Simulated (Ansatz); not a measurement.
Polymorphs of TePb2S, each relaxed with the program Ansatz at the PBEsol level (PAW):

A: R-3m
a = 4.3626 Å, b = 4.3626 Å, c = 21.3405 Å, α = 90.00°, β = 90.00°, γ = 120.00°

```csv
atom,site,symmetry,x,y,z
Te,3b,-3m,0.0000,0.0000,0.5000
Pb,6c,3m,0.0000,0.0000,0.2588
S,3a,-3m,0.0000,0.0000,0.0000
```

B: P4/mmm
a = b = 4.390 Å, c = 6.210 Å, α = β = γ = 90.00°

```tsv
atom	site	symmetry	x	y	z
Te	1c	4/mmm	0.5000	0.5000	0.0000
Pb	1a	4/mmm	0.0000	0.0000	0.0000
Pb	1d	4/mmm	0.5000	0.5000	0.5000
S	1b	4/mmm	0.0000	0.0000	0.5000
```

Task: Put the candidates in order of energy per atom at 0 K, lowest first, for PBEsol.

Result: A (+0 meV/atom), B (+70 meV/atom)

Task: Give each one's gap.

Result: A 0.40 eV; B no gap.

Standing as an ambient phase not checked: A; B. Perhaps ordered models of mixed-site phases: B. Unstable at this level: B. All cells were relaxed under the symmetry of their starts (and spin orders); stability against distortions was not tested throughout. Spin–orbit coupling is left out wherever it is not named.

Energies hold the estimated change up to a 700 eV cutoff; steps of a few meV lie near the error of the meshes.

Potentials: the later of the program's two PAW sets.
